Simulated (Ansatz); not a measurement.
Structure: In4SbAs3 as one 8-atom ordering (P-4m2) on the zincblende lattice, at its r2SCAN minimum. Space group P-4m2 (No. 115), tetragonal; conventional cell a = 4.405 Å, c = 12.428 Å, 30.14 Å³ an atom. As is surrounded by 4 In at 2.66 Å; In is surrounded by 4 As at 2.66 Å; In is surrounded by 2 As at 2.66 Å and 2 Sb at 2.79 Å; Sb is surrounded by 4 In at 2.79 Å.

The questions ask for values computed with Ansatz on this geometry. No magnetic order. The prototype was imposed, so other structures may be more stable.

Given (6×6×2 mesh): r2SCAN gives a gap of zero: filled and empty bands touch at Γ.

Question: What does PBE give for the gap (6×6×2 mesh)?

Answer: With PBE the bands overlap by 0.01 eV (counted from 1, band 56 peaks at Γ and band 57 bottoms out at Γ–Z (0.10 of the way from Γ)): no gap.

Question: Estimate the gap with PBE+SOC on 6×6×2.

Answer: With PBE+SOC the gap is 0.04 eV and direct, at Γ–Z (0.10 of the way from Γ). (With 0.02 eV of smearing so small a gap leaves both edges partly filled, and it could close between the points sampled.) Spin-orbit coupling itself accounts for +0.05 eV, but from so small a gap the bands have probably crossed and parted again, inverted.

Question: How does the gap change from r2SCAN to HSE06 (4×4×2)?

Answer: HSE06 gives a direct gap of 0.17 eV at Γ.

Only the levels marked +SOC include spin-orbit coupling.

The meshes of the hybrids are coarse, so their gaps aren't converged to the digits shown.
